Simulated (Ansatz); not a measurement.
Values for one crystal, relaxed and computed with DFT-r²SCAN+D4 in the program Ansatz with PAW potentials; other levels are named.

* **Volume per atom**: 12.70 Å³
* **Band gap**: 1.53 eV (direct)
* **Gap with spin–orbit coupling**: 1.53 eV
* **HSE06 gap on the r²SCAN+D4 cell**: 2.27 eV
* **Hole effective mass with spin–orbit coupling**: 0.17 along z (mₑ)
* **Debye temperature from the elastic constants**: 425 K
* **Hole effective mass**: 0.17 along z (mₑ)

Task: Pick the material that matches.
A. CuI, P4/nmm (Cu on 2b, I on 2c)
B. GaO, P6_3/mmc (Ga on 4f, O on 4f)
C. WS2, P6_3/mmc (W on 2c, S on 4f)
D. BN, P6_3/mmc (B on 2d, N on 2c)

Result: B, GaO, P6_3/mmc (Ga on 4f, O on 4f)

The start of the workflow was typed in or built on a structure type; neither database checked (COD, Materials Project) lists it. Its standing as an ambient phase is unchecked. Symmetry was held in the r²SCAN+D4 relaxation; whether a distortion lowers the energy is not shown. Spin–orbit coupling is left out wherever it is not named.

Potentials: the earlier of the program's two PAW sets.
